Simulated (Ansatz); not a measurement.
Guessed and relaxed cells of Na3TeH

The guess for Na3TeH was made by a generator: antiperovskite family, tilts a0a0a0 (Pm-3m, No. 221) (A site Te; B site H; X site Na). Its size is a rough estimate.

start.cif

```cif
data_structure
_symmetry_space_group_name_H-M 'Pm-3m'
_symmetry_Int_Tables_number 221
_cell_length_a 5.2139
_cell_length_b 5.2139
_cell_length_c 5.2139
_cell_angle_alpha 90.000
_cell_angle_beta 90.000
_cell_angle_gamma 90.000
_cell_volume 141.74
loop_
_atom_site_label
_atom_site_type_symbol
_atom_site_symmetry_multiplicity
_atom_site_Wyckoff_symbol
_atom_site_fract_x
_atom_site_fract_y
_atom_site_fract_z
_atom_site_occupancy
Na1 Na 3 d 0.50000 0.00000 0.00000 1
Te1 Te 1 b 0.50000 0.50000 0.50000 1
H1 H 1 a 0.00000 0.00000 0.00000 1
```

The calculation used DFT PBE, scalar-relativistic, plane waves, PAW (Ansatz). Cutoff 420 eV, Gaussian smearing, Γ-centred meshes. Cell and atoms relax on a converged mesh. The steps can't lower the symmetry of their start. No spin polarisation.

end.cif

```cif
data_structure
_symmetry_space_group_name_H-M 'Pm-3m'
_symmetry_Int_Tables_number 221
_cell_length_a 4.7600
_cell_length_b 4.7600
_cell_length_c 4.7600
_cell_angle_alpha 90.000
_cell_angle_beta 90.000
_cell_angle_gamma 90.000
_cell_volume 107.85
loop_
_atom_site_label
_atom_site_type_symbol
_atom_site_symmetry_multiplicity
_atom_site_Wyckoff_symbol
_atom_site_fract_x
_atom_site_fract_y
_atom_site_fract_z
_atom_site_occupancy
Na1 Na 3 d 0.50000 0.00000 0.00000 1
Te1 Te 1 b 0.50000 0.50000 0.50000 1
H1 H 1 a 0.00000 0.00000 0.00000 1
```

The symmetry stays Pm-3m (No. 221). The end has the antiperovskite type. The volume per atom shrinks by 23.9 %, from 28.3 to 21.6 Å³. The shortest distance goes from 2.61 Å (Na–H) to 2.38 Å (Na–H). The energy falls by about 0.10 eV/atom (the start's value is from the coarse mesh).

```
Volume per atom                          : 21.57 Å³
Density                                  : 3.04 g/cm³
Energy over the elements                 : −0.643 eV/atom
Gap on the 6×6×6 mesh of the 5-atom cell : 2.63 eV
```

Energies over the elements count from the elements' standard structures at the same level (H₂ as a molecule), with no fitted energy shifts. Whether it is stable depends on the other phases of the system, which aren't compared here.

The last run used Gaussian smearing of 0.02 eV. These runs have no spin–orbit coupling, which can matter for Te. Kohn–Sham gaps at this level usually fall short of measured ones. The missing spin–orbit coupling can work the other way here. The reference form of Te is held partly by dispersion forces, which this level lacks. With hydrogen, zero-point motion can shift formation energies by some tens of meV/atom. A later test with randomly moved atoms came back to the same energy, though modes that don't fit the test's cell weren't probed. In all, the 3 runs took 36 s on 1 thread of Intel(R) Xeon(R) Platinum 8259CL CPU @ 2.50GHz (Skylake/Cascade Lake), with other jobs on the host.
